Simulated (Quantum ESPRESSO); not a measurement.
# Mo4AlTiRe2: input and log of a self-consistent run

A calculation, not a measurement. The program is pw.x of Quantum ESPRESSO 7.5 (plane-wave density functional theory). The cell is made up: eight metal atoms on a face-centred cubic lattice, with elements, volume, strain and displacements drawn at random and not relaxed, so it may be unstable or far from any real phase. PseudoDojo standard norm-conserving files set the functional (PBE unless stated); there is no spin polarisation or spin-orbit coupling, the Fermi-Dirac width of 0.25 eV means electrons at about 2900 K, and the masses in the input are unused placeholders. Heavy elements are run without spin-orbit coupling, which real alloys of them have. A spin test at this wide smearing found no moment, but such smearing suppresses magnetism that the real alloy may have.

Input:

```
&control calculation='scf', pseudo_dir='./dojo.nc.sr.pbe.v0_5.standard.upf', outdir='./o', disk_io='minimal', tprnfor=.true., tstress=.true. /
&system ibrav=0, nat=8, ntyp=4, nbnd=68, ecutwfc=84.00895049, nosym=.true., tot_charge=0,
 occupations='smearing', smearing='fd', degauss=0.0183746611
/
&electrons conv_thr=1.470e-08, electron_maxstep=70, mixing_beta=0.5 /
ATOMIC_SPECIES
Al 1.0 Al.upf
Mo 1.0 Mo.upf
Re 1.0 Re.upf
Ti 1.0 Ti.upf
CELL_PARAMETERS angstrom
-0.0257 3.8365 3.9717
3.9447 -0.01 3.956
3.9741 3.8502 -0.0394
ATOMIC_POSITIONS angstrom
Mo -0.025 -0.0171 0.0435
Al 1.9698 1.9121 0.0109
Ti 1.8833 -0.0026 1.9542
Mo 3.951 1.8835 1.8926
Mo -0.0247 1.8733 2.014
Re 2.0163 3.7604 1.9856
Re 2.0467 1.89 3.9901
Mo 3.978 3.8702 3.9602
K_POINTS automatic
5 5 5 1 1 1
```

The log is shortened where brackets say so; the opening notice, blank lines, dates and the lines on written files are dropped, and the path of the files is cut. It prints rydbergs, bohrs and kilobars, and counts compression as positive stress. Its total energy is the free energy E - TS of the whole cell.

```
     Program PWSCF v.7.5
     Parallel version (MPI & OpenMP), running on       4 processor cores
     Number of MPI processes:                 4
     Threads/MPI process:                     1
     [start-up lines left out]
     bravais-lattice index     =            0
     lattice parameter (alat)  =      10.4353  a.u.
     unit-cell volume          =     821.8321 (a.u.)^3
     number of atoms/cell      =            8
     number of atomic types    =            4
     number of electrons       =       101.00
     number of Kohn-Sham states=           68
     kinetic-energy cutoff     =      84.0090  Ry
     charge density cutoff     =     336.0358  Ry
     scf convergence threshold =      1.5E-08
     mixing beta               =       0.5000
     number of iterations used =            8  plain     mixing
     Exchange-correlation= PBE
                           (   1   4   3   4   0   0   0)
     [axes and pseudopotential details left out]
   Cartesian axes
     site n.     atom                  positions (alat units)
         1        Mo     tau(   1) = (  -0.0045272  -0.0030966   0.0078774  )
         2        Al     tau(   2) = (   0.3567109   0.3462620   0.0019739  )
         3        Ti     tau(   3) = (   0.3410466  -0.0004708   0.3538859  )
         4        Mo     tau(   4) = (   0.7154863   0.3410829   0.3427308  )
         5        Mo     tau(   5) = (  -0.0044729   0.3392357   0.3647151  )
         6        Re     tau(   6) = (   0.3651316   0.6809705   0.3595721  )
         7        Re     tau(   7) = (   0.3706367   0.3422599   0.7225669  )
         8        Mo     tau(   8) = (   0.7203757   0.7008542   0.7171523  )
     number of k points=    63  Fermi-Dirac smearing, width (Ry)=  0.0184
                       cart. coord. in units 2pi/alat
        k(    1) = (   0.0699608   0.0719285   0.0700093), wk =   0.0320000
        k(    2) = (   0.2079597   0.2149327  -0.0672339), wk =   0.0320000
     [further k points left out]
     Dense  grid:    85575 G-vectors     FFT dimensions: (  64,  64,  64)
     Estimated max dynamical RAM per process >     337.46 MB
     Estimated total dynamical RAM >       1.26 GB
     Initial potential from superposition of free atoms
     starting charge     100.9896, renormalised to     101.0000
     Starting wfcs are   74 randomized atomic wfcs
     total cpu time spent up to now is       12.1 secs
     per-process dynamical memory:   265.9 Mb
     Self-consistent Calculation
     iteration #  1     ecut=    84.01 Ry     beta= 0.50
     Davidson diagonalization with overlap
     ethr =  1.00E-02,  avg # of iterations =  2.6
     total cpu time spent up to now is       41.8 secs
     total energy              =   -1031.58835622 Ry
     estimated scf accuracy    <       2.25633680 Ry
     iteration #  2     ecut=    84.01 Ry     beta= 0.50
     Davidson diagonalization with overlap
     ethr =  2.23E-03,  avg # of iterations =  4.3
     total cpu time spent up to now is       74.3 secs
     total energy              =   -1031.24570066 Ry
     estimated scf accuracy    <      14.40063842 Ry
     iteration #  3     ecut=    84.01 Ry     beta= 0.50
     Davidson diagonalization with overlap
     ethr =  2.23E-03,  avg # of iterations =  2.2
     total cpu time spent up to now is      101.8 secs
     total energy              =   -1032.61426995 Ry
     estimated scf accuracy    <       1.81239325 Ry
     iteration #  4     ecut=    84.01 Ry     beta= 0.50
     Davidson diagonalization with overlap
     ethr =  1.79E-03,  avg # of iterations =  2.4
     total cpu time spent up to now is      126.1 secs
     total energy              =   -1032.66792527 Ry
     estimated scf accuracy    <       0.17177553 Ry
     iteration #  5     ecut=    84.01 Ry     beta= 0.50
     Davidson diagonalization with overlap
     ethr =  1.70E-04,  avg # of iterations =  8.1
     total cpu time spent up to now is      169.3 secs
     total energy              =   -1032.72221268 Ry
     estimated scf accuracy    <       0.50396130 Ry
     [iterations 6 to 12 left out]
     iteration # 13     ecut=    84.01 Ry     beta= 0.50
     Davidson diagonalization with overlap
     ethr =  6.01E-09,  avg # of iterations =  2.0
     total cpu time spent up to now is      377.2 secs
     total energy              =   -1032.73375558 Ry
     estimated scf accuracy    <       0.00000301 Ry
     iteration # 14     ecut=    84.01 Ry     beta= 0.50
     Davidson diagonalization with overlap
     ethr =  2.98E-09,  avg # of iterations =  1.3
     total cpu time spent up to now is      400.8 secs
     total energy              =   -1032.73375591 Ry
     estimated scf accuracy    <       0.00000060 Ry
     iteration # 15     ecut=    84.01 Ry     beta= 0.50
     Davidson diagonalization with overlap
     ethr =  5.91E-10,  avg # of iterations =  2.0
     total cpu time spent up to now is      425.3 secs
     total energy              =   -1032.73375597 Ry
     estimated scf accuracy    <       0.00000014 Ry
     iteration # 16     ecut=    84.01 Ry     beta= 0.50
     Davidson diagonalization with overlap
     ethr =  1.39E-10,  avg # of iterations =  2.4
     total cpu time spent up to now is      449.5 secs
     total energy              =   -1032.73375599 Ry
     estimated scf accuracy    <       0.00000010 Ry
     iteration # 17     ecut=    84.01 Ry     beta= 0.50
     Davidson diagonalization with overlap
     ethr =  1.00E-10,  avg # of iterations =  1.1
     total cpu time spent up to now is      470.3 secs
     End of self-consistent calculation
     [lines on levels left out]
!    total energy              =   -1032.73375599 Ry
     estimated scf accuracy    <          6.5E-09 Ry
     smearing contrib. (-TS)   =      -0.11743031 Ry
     internal energy E=F+TS    =   -1032.61632569 Ry
     The total energy is F=E-TS. E is the sum of the following terms:
     one-electron contribution =    -208.46451809 Ry
     hartree contribution      =     161.83899076 Ry
     xc contribution           =    -171.65637280 Ry
     ewald contribution        =    -814.33442556 Ry
     convergence has been achieved in  17 iterations
     Forces acting on atoms (cartesian axes, Ry/au):
     atom    1 type  2   force =     0.00726473   -0.00700001   -0.04052781
     atom    2 type  1   force =    -0.01015098   -0.00366718   -0.02461329
     atom    3 type  4   force =     0.03529159   -0.01352971    0.01271758
     atom    4 type  2   force =     0.01774064   -0.01573815    0.02766673
     atom    5 type  2   force =    -0.00512714    0.03233102    0.01033592
     atom    6 type  3   force =    -0.02612208    0.01420027    0.01244059
     atom    7 type  3   force =    -0.01328440    0.00585961   -0.00471259
     atom    8 type  2   force =    -0.00561236   -0.01245585    0.00669286
     Total force =     0.089813     Total SCF correction =     0.000216
     Computing stress (Cartesian axis) and pressure
          total   stress  (Ry/bohr**3)                   (kbar)     P=       79.13
   0.00062963  -0.00002069   0.00006156           92.62       -3.04        9.06
  -0.00002069   0.00041879  -0.00005921           -3.04       61.61       -8.71
   0.00006156  -0.00005921   0.00056537            9.06       -8.71       83.17
     init_run     :     11.53s CPU     11.98s WALL (       1 calls)
     electrons    :    454.43s CPU    458.14s WALL (       1 calls)
     forces       :      3.12s CPU      3.19s WALL (       1 calls)
     stress       :     11.11s CPU     11.21s WALL (       1 calls)
     [timing details left out]
     PWSCF        :   8m 0.36s CPU   8m 4.72s WALL
     JOB DONE.
```

In other units: free energy -14051.059 eV for the cell, pressure 7.91 GPa, largest force component 1.042 eV/Å in size. The run took 487 s of wall time with four MPI processes on a shared machine (Intel Xeon, older, virtual cores), so the time is rough. A rerun of this cell at a higher cutoff and on a denser mesh moved values by no more than 0.003 eV in energy, 0.08 GPa in stress and 0.007 eV/Å in force, and a second program with other atomic files agreed on that cell to 2 % rms in force and 0.5 GPa in pressure.